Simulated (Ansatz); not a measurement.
Co7W6:
```
Co7W6
1.0
    2.37486     1.37113     8.52564
   -2.37486     1.37113     8.52564
    0.00000    -2.74225     8.52564
Co W
7 6
Direct
  0.09003   0.58936   0.09003
  0.90997   0.41064   0.90997
  0.09003   0.09003   0.58936
  0.90997   0.90997   0.41064
  0.58936   0.09003   0.09003
  0.41064   0.90997   0.90997
  0.00000   0.00000   0.00000
  0.83417   0.83417   0.83417
  0.16583   0.16583   0.16583
  0.65338   0.65338   0.65338
  0.34662   0.34662   0.34662
  0.45018   0.45018   0.45018
  0.54982   0.54982   0.54982
```
The run is spin-polarised; directions of the spins, atom by atom: 0 0 0 0 0 0 ↑ 0 0 0 0 0 0.

Relaxed with PBE. Special points in fractions of this cell's reciprocal vectors: Γ (0.000, 0.000, 0.000); T (0.500, 0.500, 0.500); H2 (0.816, 0.184, 0.500); H0 (0.500, -0.184, 0.184); L (0.500, 0.000, 0.000); S0 (0.342, -0.342, 0.000); S2 (0.658, 0.000, 0.342); F (0.500, 0.000, 0.500).

Q: List the band energies nearest the Fermi level at these points for plane-wave PAW PBE (Ansatz code).

A: In eV from the Fermi level; about four levels below and three above (degenerate sets whole), none deeper than 8.9 eV; points with the same levels are listed once.

| k | below | above |
|---|---|---|
| Γ ↑ | -0.59 -0.59 -0.44 -0.44 | 0.29 0.29 0.39 |
| T ↑ | -0.69 -0.69 -0.68 -0.68 -0.15 -0.15 | 0.34 0.34 0.54 0.54 |
| H2 ↑ | -0.26 -0.25 -0.08 -0.04 | 0.32 0.33 0.64 |
| L ↑ | -0.33 -0.22 -0.21 -0.08 | 0.10 0.30 0.43 |
| S0 ↑ | -0.28 -0.24 -0.21 -0.14 | 0.04 0.22 0.35 |
| F ↑ | -0.46 -0.31 -0.23 -0.06 | 0.14 0.36 0.46 |
| Γ ↓ | -0.44 -0.44 -0.16 -0.16 | 0.42 0.44 0.44 |
| T ↓ | -0.55 -0.55 -0.37 -0.37 | 0.31 0.31 0.36 0.36 |
| H2 ↓ | -0.38 -0.26 -0.12 -0.05 | 0.12 0.21 0.23 |
| L ↓ | -0.34 -0.31 -0.25 -0.15 | 0.20 0.35 0.43 |
| S0 ↓ | -0.68 -0.42 -0.27 -0.13 | 0.02 0.16 0.18 |
| F ↓ | -0.31 -0.26 -0.21 -0.15 | 0.02 0.17 0.27 |

Space group R-3m. The start of the workflow was typed in or built on a structure type; neither database checked (COD, Materials Project) lists it. Whether it is the stable phase at ambient conditions was not checked. The cell was relaxed with PBE under the symmetry of its start; whether a distortion lowers the energy is not shown. Magnetic state: ferromagnetic, the only order run, not a proven ground state. The volume moved by -22 % from the start of the relaxation. Spin–orbit coupling is left out wherever it is not named.

Potentials: the later of the program's two PAW sets.
